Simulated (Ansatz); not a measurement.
This Zr5AlN6 structure is the end of a relaxation. The cell was found from a structure generator's guess, not taken from experiment.

The calculation used DFT PBE, scalar-relativistic, plane waves, PAW in Ansatz 0.2.0. Cutoff 420 eV, Γ-centred mesh, Gaussian smearing, no spin polarisation.

```xyz
12
Lattice="3.1457 0.0000 0.0000 -1.5729 2.7243 0.0000 0.0000 0.0000 16.3726" Properties=species:S:1:pos:R:3 pbc="T T T"
Zr    0.0000    1.8162    0.0000
Zr    0.0000    1.8162    5.5110
Zr    0.0000    1.8162   10.8616
Zr    1.5729    0.9081    2.7807
Zr    1.5729    0.9081   13.5919
Al    1.5729    0.9081    8.1863
N     0.0000    0.0000   14.9848
N     0.0000    0.0000    4.1448
N     0.0000    0.0000    9.4321
N     0.0000    0.0000    1.3878
N     0.0000    0.0000    6.9405
N     0.0000    0.0000   12.2278
```

Formation energies are uncorrected and refer to the elements' standard structures at the same level (N₂ as a molecule).

Problem. Find its symmetry and describe it.

Solution. P-6m2 (No. 187). Conventional cell: a = 3.146 Å, c = 16.373 Å. Around Zr on a site of symmetry -6m2 lie 6 N at 2.29 Å and 12 Zr at 3.15–3.32 Å; Zr on a site of symmetry 3m is surrounded by 6 N at 2.27–2.31 Å, 9 Zr at 3.15–3.28 Å and 3 Al at 3.23 Å; Al has 6 N at 2.20 Å, 6 Al at 3.15 Å and 6 Zr at 3.23 Å; around N on its first site lie 6 Zr at 2.29 Å; 3 more sites not described.

Problem. How far does it lie from the elements in energy?

Solution. −1.45 eV/atom.

Problem. Is it a metal?

Solution. Yes, bands cross the Fermi level on the 12×12×4 mesh.

The last run used a 12×12×4 mesh (in the run's order of axes) for its 12-atom cell and Gaussian smearing of 0.10 eV. Symmetry constrained the relaxation, so the result can be a saddle point. Another cell of Zr5AlN6 relaxed alike, in P4/mmm, lies 102 meV/atom lower, so this cell isn't the stable form at this level.
